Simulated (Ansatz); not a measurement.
Each is relaxed and computed with r²SCAN (plane waves, PAW; program Ansatz). Which is the only one with a gap?
(A) SiC, rock salt
(B) SiB6, R-3m (B on 18h, B on 18h, Si on 6c)
(C) SiGe, P-6m2 (Ge on 1a, Si on 1f)
(D) CdSiN2, R-3m (Cd on 3a, Si on 3b, N on 6c)

D, CdSiN2, R-3m (Cd on 3a, Si on 3b, N on 6c). CdSiN2: gap 1.56 eV (indirect); SiB6: metal; SiGe: metal; SiC: metal. Constructed cells (a structure type filled with these elements, in neither database checked): SiGe, P-6m2 (Ge on 1a, Si on 1f). Typed or built starts, not in the databases checked: CdSiN2, R-3m (Cd on 3a, Si on 3b, N on 6c); SiB6, R-3m (B on 18h, B on 18h, Si on 6c). Not the usual ambient phase: SiC, rock salt. All cells were relaxed under the symmetry of their starts (and spin orders); stability against distortions was not tested throughout. Scalar-relativistic: spin–orbit coupling is off unless named, which matters more the heavier the elements.

Potentials: the earlier of the program's two PAW sets.
